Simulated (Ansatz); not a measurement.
# LuAl2Pb2: input and output

The input, for Ansatz 0.2.0 (plane waves, PAW):

```yaml
crystal:
  lattice:
    - [4.587373, 0.0, 0.0]
    - [-2.293687, 3.972786, 0.0]
    - [0.0, 0.0, 7.294585]
  atoms:
    - { symbol: Al, position: [0.3333, 0.6667, 0.6415] }
    - { symbol: Al, position: [0.6667, 0.3333, 0.3585] }
    - { symbol: Lu, position: [0.0, 0.0, 0.0] }
    - { symbol: Pb, position: [0.3333, 0.6667, 0.25137] }
    - { symbol: Pb, position: [0.6667, 0.3333, 0.74863] }
  symmetry: { tolerance: 0.0003 }
kpoints:
  mp_grid: { grid: [9, 9, 5], shift: [0, 0, 0] }
magnetization:
  spin_polarized: false
scf:
  occupations: { method: fermi_dirac }
  lower_state_search: "off"
  max_iter: 200
hamiltonian:
  pseudopotentials: { kind: paw }
  xc: r2scan
basis:
  ecutwfc: 500
  fft_grid_basis: typed
output:
  forces: true
  stress: true
  eigenvalues: true
  bader: true
  populations: true
  elf: true
  write_potential: true
  volumetric_format: npy
  dos:
    e_range: [-12, 8]
    de: 0.05
    projected: { site_lists: { Al: [Al], Lu: [Lu], Pb: [Pb] } }
checkpoint:
  read: saved_state
```

The saved state is an earlier solution for the same cell, perhaps on another mesh. 

Parts of the output:

```
SCF iter   1: F=-39665.9575 eV  Δρ=9.12e-4  dr2=2.81e-3  dr2_τ=1.78e-3
SCF iter   2: F=-39665.9592 eV  Δρ=2.49e-4  dr2=8.23e-5  dr2_τ=2.47e-5
SCF iter   3: F=-39665.9592 eV  Δρ=1.48e-4  dr2=2.95e-5  dr2_τ=2.10e-6
SCF iter   4: F=-39665.9592 eV  Δρ=1.31e-4  dr2=1.61e-5  dr2_τ=2.11e-6
SCF iter   5: F=-39665.9592 eV  Δρ=5.33e-5  dr2=2.60e-6  dr2_τ=8.45e-8
SCF iter   6: F=-39665.9593 eV  Δρ=1.30e-5  dr2=1.65e-7  dr2_τ=7.22e-9
SCF iter   7: F=-39665.9593 eV  Δρ=1.97e-6  dr2=4.69e-9  dr2_τ=1.91e-10
Free energy (F): -39665.9593 eV
Harris-Foulkes:  -39665.9593 eV  (|F-HF|=3.27e-9)
Internal energy: -39665.8882 eV  (E = F + TS)
E sigma→0 (E₀):  -39665.9237 eV
Entropy (-TS):   -0.0710 eV (-14.201 meV/atom)
Fermi energy:    10.2385 eV
--- Per-component energies (eV) ---
  E_band       = -228.8463
  E_kinetic    = 1044.1649
  E_local      = -11132.1498  (includes V_loc(G=0)·N_el)
  E_nonlocal   = 1290.6608
  E_hartree    = 4757.6122
  E_xc         = -699.1558
  E_vxc        = -638.6889  (∫ρ·V_xc dr)
  E_paw        = -29207.3486  (= ΣΔE_a)
  E_vpaw       = -347.9139  (= ΣTr[D̂ρ^β])
  E_aug_tail   = 0.0000  (compensation charges beyond the density's cutoff)
  E_vtau       = 39.8522  (kinetic-family band-sum trace: ∫τ·v_τ [+ j·A + Jᵃ·Aᵃ] dr)
  E_ewald      = -5722.1604
  E_core_change = 2.4883  (= ΣΔE_core)
  E_smearing   = -0.0710  (= −TS)
--- Forces (eV/Å), atoms counted from 1 ---
  atom   1  Al     0.0000     0.0000     0.0140
  atom   2  Al     0.0000     0.0000    -0.0140
  atom   3  Lu     0.0000     0.0000     0.0000
  atom   4  Pb     0.0000     0.0000    -0.4634
  atom   5  Pb     0.0000     0.0000     0.4634
--- Stress (GPa, compression-positive) ---
        0.8809       0.0000       0.0000
        0.0000       0.8809       0.0000
        0.0000       0.0000      -3.0954
  P = ⅓ Tr σ = -0.4445 GPa (-4.445 kbar)
--- Löwdin populations: 5 sites ---
  site symbol       q [e]
     0     Al      2.8170
     1     Al      2.8170
     2     Lu     24.4186
     3     Pb     14.3724
     4     Pb     14.3724
  spilling = 0.0034 (of n_electrons = 59.0000)
```

Total energies depend on the potentials used, so only differences within one code and one set of settings carry meaning.

Origin: a known structure type with other elements, at an estimated volume, so it need not be a known compound.
